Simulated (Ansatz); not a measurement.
According to the program Ansatz at the r²SCAN level (PAW), Al$_{2}$Cu in the tetragonal phase (I4/mcm; Al on 8h, Cu on 4a) relaxes to a = 5.997 Å, c = 4.805 Å. Against the elements it lies at -0.16 eV/atom, with no fitted shifts.

Electronic character: metallic (no gap).

An equation-of-state fit gives a bulk modulus of 114 GPa. The relaxed-ion elastic constants in GPa are C11 = 188, C12 = 87.1, C13 = 69.7, C33 = 198, C44 = 31.9, C66 = 50.0. The elastic constants imply a Debye temperature near 429 K. The highest mode at Γ lies at 333 cm⁻¹. Bader charges are Al +1.03, Cu -2.06 to -2.05 e.

The cell was relaxed with r²SCAN under the symmetry of its start; of distortions, only those at the zone centre were tested. The run is not spin-polarised. As this level gives no gap, shear constants depend on the k-mesh and smearing (Fermi–Dirac, 0.1 eV here). As this level gives no gap, phonon frequencies hold no LO–TO term and depend on the k-mesh and smearing (Fermi–Dirac, 0.1 eV here). Axis ratios of metals converge slowly with the k-mesh, so a and c are less sure than the volume. The references are the lowest solids computed at this level, not always the standard phases.

Potentials: the later of the program's two PAW sets.
